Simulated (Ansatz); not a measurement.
InGaSbAs:
Space group Pmm2 (No. 25); a = 4.374 Å, b = 4.388 Å, c = 12.426 Å, α = 90.00°, β = 90.00°, γ = 90.00°

```csv
atom,site,symmetry,x,y,z
In,1a,mm2,0.0000,0.0000,0.9917
As,1b,mm2,0.0000,0.5000,0.8677
In,1d,mm2,0.5000,0.5000,0.7428
As,1c,mm2,0.5000,0.0000,0.6178
Ga,1a,mm2,0.0000,0.0000,0.5095
Sb,1b,mm2,0.0000,0.5000,0.3847
Ga,1d,mm2,0.5000,0.5000,0.2593
Sb,1c,mm2,0.5000,0.0000,0.1354
```

Relaxed at zero pressure with PBE (plane waves, PAW; program Ansatz).

Problem. The volume is lowered by 6 % and shape and atoms relax at that volume. What pressure results, and how do the axes share the change?

Solution. 3.3 GPa; a -2.1 %, b -2.0 %, c -2.0 %; the energy rises by 17 meV/atom.

Problem. Give the new structure.

Solution. 
Space group Pmm2 (No. 25); a = 4.283 Å, b = 4.299 Å, c = 12.178 Å, α = β = γ = 90.00°

```json
[
 {"atom": "In", "site": "1a", "symmetry": "mm2", "x": "0.0000", "y": "0.0000", "z": "0.9916"},
 {"atom": "As", "site": "1b", "symmetry": "mm2", "x": "0.0000", "y": "0.5000", "z": "0.8676"},
 {"atom": "In", "site": "1d", "symmetry": "mm2", "x": "0.5000", "y": "0.5000", "z": "0.7424"},
 {"atom": "As", "site": "1c", "symmetry": "mm2", "x": "0.5000", "y": "0.0000", "z": "0.6173"},
 {"atom": "Ga", "site": "1a", "symmetry": "mm2", "x": "0.0000", "y": "0.0000", "z": "0.5096"},
 {"atom": "Sb", "site": "1b", "symmetry": "mm2", "x": "0.0000", "y": "0.5000", "z": "0.3850"},
 {"atom": "Ga", "site": "1d", "symmetry": "mm2", "x": "0.5000", "y": "0.5000", "z": "0.2596"},
 {"atom": "Sb", "site": "1c", "symmetry": "mm2", "x": "0.5000", "y": "0.0000", "z": "0.1359"}
]
```

The phase is kept; no other phase was compared at this pressure.

The start of the workflow was typed in or built on a structure type; neither database checked (COD, Materials Project) lists it. Its standing as an ambient phase is unchecked. Symmetry was held in the PBE relaxation; its stability against distortions is not shown here. Scalar-relativistic: spin–orbit coupling is off unless named, which matters more the heavier the elements.

Potentials: the earlier of the program's two PAW sets.
